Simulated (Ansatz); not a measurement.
YCl:
Space group R-3m, hexagonal axes (No. 166); a = 3.7352 Å, b = 3.7352 Å, c = 28.1572 Å, α = 90.00°, β = 90.00°, γ = 120.00°

```tsv
atom	site	symmetry	x	y	z
Cl	6c	3m	0.0000	0.0000	0.3877
Y	6c	3m	0.0000	0.0000	0.2173
```
(The calculation used a cell of 4 atoms; values per cell refer to that cell.)

Relaxed at zero pressure with the program Ansatz at the r²SCAN+D4 level (PAW).

Question: The volume is lowered by 6 % and shape and atoms relax at that volume. What pressure results, and how do the axes share the change?

Answer: 1.9 GPa; a -1.6 %, b -1.6 %, c -3.0 %; the energy rises by 9 meV/atom.

Question: Give the new structure.

Answer: 
Space group R-3m, hexagonal axes (No. 166); a = 3.676 Å, b = 3.676 Å, c = 27.326 Å, α = 90.00°, β = 90.00°, γ = 120.00°

```tsv
atom	site	symmetry	x	y	z
Cl	6c	3m	0.0000	0.0000	0.3845
Y	6c	3m	0.0000	0.0000	0.2184
```

The phase is kept; no other phase was compared at this pressure.

The workflow started from an entry of the Crystallography Open Database (COD). Its standing as an ambient phase is unchecked. Symmetry was held in the r²SCAN+D4 relaxation; whether a distortion lowers the energy is not shown. No spin polarisation was allowed.

Potentials: the later of the program's two PAW sets.
